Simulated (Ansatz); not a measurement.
TiO$_{2}$ (anatase)

```
TiO2
1.0
   -1.89940     1.89940     4.85040
    1.89940    -1.89940     4.85040
    1.89940     1.89940    -4.85040
Ti O
2 4
Direct
  0.50000   0.50000   0.00000
  0.25000   0.75000   0.50000
  0.29355   0.29355   0.00000
  0.04355   0.54355   0.50000
  0.45645   0.95645   0.50000
  0.70645   0.70645   0.00000
```

The slice is a (001) plane (indices of the conventional cell) through the point (0.043, 0.543, 0.500) (fractional), spanned by u = [101] and v = [011] in vectors of this cell: u (3.80 Å) and v (3.80 Å, at 90° to u). It covers one period; positions are fractions (u, v).

The numbers are results of PBE (plane waves to 420 eV, PAW, scalar-relativistic; Ansatz, a quantum-chemistry and plane-wave program), not measurements. k mesh 12×12×12. These are valence fields of a PAW run, semicore shells included where kept as valence: close to a nucleus they are smooth pseudo fields. TiO2 is run without spin polarisation. TiO2 was relaxed with its symmetry unable to fall.

Q: Sketch the electron localisation function (ELF) on this plane as a map.

A: 
| v \ u | 0.00 | 0.11 | 0.21 | 0.32 | 0.43 | 0.54 | 0.64 | 0.75 | 0.86 | 0.96 |
|---|---|---|---|---|---|---|---|---|---|---|
| 0.93 | x | 0.80 | 0.57 | 0.22 | 0.65 | 0.66 | 0.42 | 0.24 | 0.82 | x |
| 0.86 | 0.81 | 0.82 | 0.47 | 0.10 | 0.50 | 0.58 | 0.20 | 0.20 | 0.79 | 0.82 |
| 0.79 | 0.77 | 0.70 | 0.26 | 0.04 | 0.11 | 0.15 | 0.05 | 0.12 | 0.61 | 0.76 |
| 0.71 | 0.52 | 0.36 | 0.08 | 0.07 | 0.11 | 0.12 | 0.08 | 0.06 | 0.24 | 0.51 |
| 0.64 | 0.15 | 0.06 | 0.04 | 0.23 | 0.50 | 0.53 | 0.34 | 0.07 | 0.04 | 0.13 |
| 0.57 | 0.02 | 0.01 | 0.07 | 0.46 | 0.70 | 0.73 | 0.58 | 0.15 | 0.02 | 0.02 |
| 0.50 | 0.00 | 0.01 | 0.11 | 0.53 | 0.74 | 0.76 | 0.63 | 0.23 | 0.02 | 0.00 |
| 0.43 | 0.02 | 0.01 | 0.07 | 0.46 | 0.70 | 0.73 | 0.58 | 0.15 | 0.02 | 0.02 |
| 0.36 | 0.15 | 0.06 | 0.04 | 0.23 | 0.50 | 0.53 | 0.34 | 0.07 | 0.04 | 0.13 |
| 0.29 | 0.52 | 0.36 | 0.08 | 0.07 | 0.11 | 0.12 | 0.08 | 0.06 | 0.24 | 0.51 |
| 0.21 | 0.77 | 0.70 | 0.26 | 0.04 | 0.11 | 0.15 | 0.05 | 0.12 | 0.61 | 0.76 |
| 0.14 | 0.81 | 0.82 | 0.47 | 0.09 | 0.50 | 0.59 | 0.20 | 0.20 | 0.79 | 0.82 |
| 0.07 | x | 0.80 | 0.57 | 0.22 | 0.65 | 0.66 | 0.42 | 0.24 | 0.82 | x |
| 0.00 | x | 0.74 | 0.59 | 0.29 | 0.62 | 0.59 | 0.50 | 0.26 | 0.81 | x |

Values: electron localisation function (ELF). Points within 0.4 Å of a nucleus are blanked (x), as the pseudised field means little there.
